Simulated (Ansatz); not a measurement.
The cell below belongs to a search over invented structures; it isn't taken from experiment.

Input and command of a plane-wave DFT calculation in Ansatz:

```yaml
crystal:
  lattice:
    - [5.1488401222, 0.0, -0.0007791804]
    - [0.0, 3.2212443814, 0.0]
    - [-0.0185443848, 0.0, 5.6256026915]
  atoms:
    - { symbol: Hf, position: [0.2457164386, 0.5, 0.1587438166] }
    - { symbol: Hf, position: [0.7542835614, 0.5, 0.8412561834] }
    - { symbol: Hf, position: [0.7430154418, 0.0, 0.3289719424] }
    - { symbol: Hf, position: [0.2569845582, 0.0, 0.6710280576] }
    - { symbol: "N", position: [0.0, 0.0, 0.0] }
basis:
  ecutwfc: 500
kpoints:
  mp_grid: { grid: [6, 10, 6] }
hamiltonian:
  xc: r2scan
scf:
  occupations: { method: gaussian, width: 0.1 }
output:
  forces: true
  stress: true
  eigenvalues: true
```

```bash
ansatz run input.yaml --threads 1 --pin off --max-ram 2560MiB --backend cpu --events-out ev --progress --plain --runs-dir out
```

Processor: Arm Neoverse V1, 1 thread, on a host shared with other jobs.

Problem. Estimate time, memory and problem size.

Solution. About 2.1 min, peak memory 0.94 GiB. It solves 66 bands at 120 k points (after reduction by symmetry) with about 2369 plane waves, in 10 SCF iterations.
